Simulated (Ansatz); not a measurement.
# CsCl-type HfHg

Computed with Ansatz (plane waves, PAW, 420 eV cutoff): PBEsol, scalar-relativistic, no spin polarisation, Γ-centred 10×10×10 mesh, 0.05 eV Gaussian smearing; PAW files: Ansatz's generated set soft_2.

```yaml
crystal:
  lattice:
    - [3.43731, 0.00000, 0.00000]
    - [0.00000, 3.43731, 0.00000]
    - [0.00000, 0.00000, 3.43731]
  atoms:
    - { symbol: Hf, position: [0.00000, 0.00000, 0.00000] }
    - { symbol: Hg, position: [0.50000, 0.50000, 0.50000] }
```

This is a trial structure made by placing the elements on a prototype's sites, so it needn't be the stable form.

The cell above was scaled in volume, its shape and atoms being fixed by the lattice's symmetry. Energies are counted from the cell above.

The cell is relaxed to zero pressure at this level.

```tsv
V (Å³/atom)	ΔE (meV/atom)	P from the stress (GPa)
19.494	13.93	5.76
19.900	3.35	2.70
20.306	0.00	0.00
20.712	3.12	-2.44
21.118	12.10	-4.62
```

Q: Do the energies and the pressures agree? Compare −ΔE/ΔV between neighbouring points (1 meV/Å³ = 0.1602 GPa) with the mean of their pressures.

A: 
```
interval (Å³/atom)  −ΔE/ΔV (GPa)  mean P (GPa)
    19.49 to 19.90           4.2           4.2
    19.90 to 20.31           1.3           1.3
    20.31 to 20.71          -1.2          -1.2
    20.71 to 21.12          -3.5          -3.5
```
They differ by 0.05 GPa at most.

Q: What do the two routes give for V0, B0 and B0′?

A: A third-order Birch–Murnaghan fit of the energies: V0 = 20.31 Å³/atom, B0 = 128 GPa, B0′ = 4.3. A polynomial of P in ln V, with B = −dP/d ln V at P = 0: V0 = 20.30 Å³/atom, B0 = 128 GPa, B0′ = 4.6.

B0·V0 = 127.9 GPa × 20.31 Å³ = 16.21 eV/atom sets the scale: near the minimum ΔE ≈ ½ B0 V0 x², with x = V/V0 − 1, and a pressure of 1.3 GPa squeezes the volume by about 1 %. At the ends of the curve: x = −4.0 % predicts 13.0 meV/atom and the run gives 13.9; x = +4.0 % predicts 13.0 meV/atom and the run gives 12.1. The lopsidedness is anharmonic: atoms resist being pushed together more than being pulled apart.

Spin–orbit coupling, which matters for such heavy elements, is left out. The run is a metal.
